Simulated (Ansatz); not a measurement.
**Computed properties of BaB$_{2}$Rh$_{2}$**

BaB₂Rh₂:
```xyz
5
Lattice="-1.9547 1.9547 5.7206 1.9547 -1.9547 5.7206 1.9547 1.9547 -5.7206" Properties=species:S:1:pos:R:3 pbc="T T T"
Rh     0.0000     1.9547     2.8603
Rh     1.9547     0.0000     2.8603
Ba     0.0000     0.0000     0.0000
B      0.0000     0.0000     3.6272
B      0.0000     0.0000     7.8139
```

Space group I4/mmm (No. 139); conventional cell a = b = 3.9094 Å, c = 11.4411 Å, α = β = γ = 90.00°.

Method: r²SCAN (plane waves, PAW; program Ansatz). Structure relaxed to zero pressure with the same functional. Other levels are named where they apply.

Cell and energy:

| Property | Result |
|---|---|
| Volume per atom | 17.49 Å³ |
| Density | 6.93 g/cm³ |
| Formation energy from the elements (no fitted shifts) | -0.58 eV/atom |

Electronic structure:

| Property | Result |
|---|---|
| Electronic character | metallic (no gap) |
| Density of states at the Fermi level | 0.21 states/eV per atom (mean over ±0.08 eV) |

Charges:

| Quantity | Value |
|---|---|
| Bader charges | Rh -0.43, Ba +1.29, B -0.22 e |

The workflow started from an entry of the Crystallography Open Database (COD). Its standing as an ambient phase is unchecked. The r²SCAN relaxation kept the symmetry of its start; whether a distortion lowers the energy is not shown. No spin polarisation was allowed. The references are the lowest solids computed at this level, not always the standard phases. Scalar-relativistic: spin–orbit coupling is off unless named, which matters more the heavier the elements.

Potentials: the later of the program's two PAW sets.
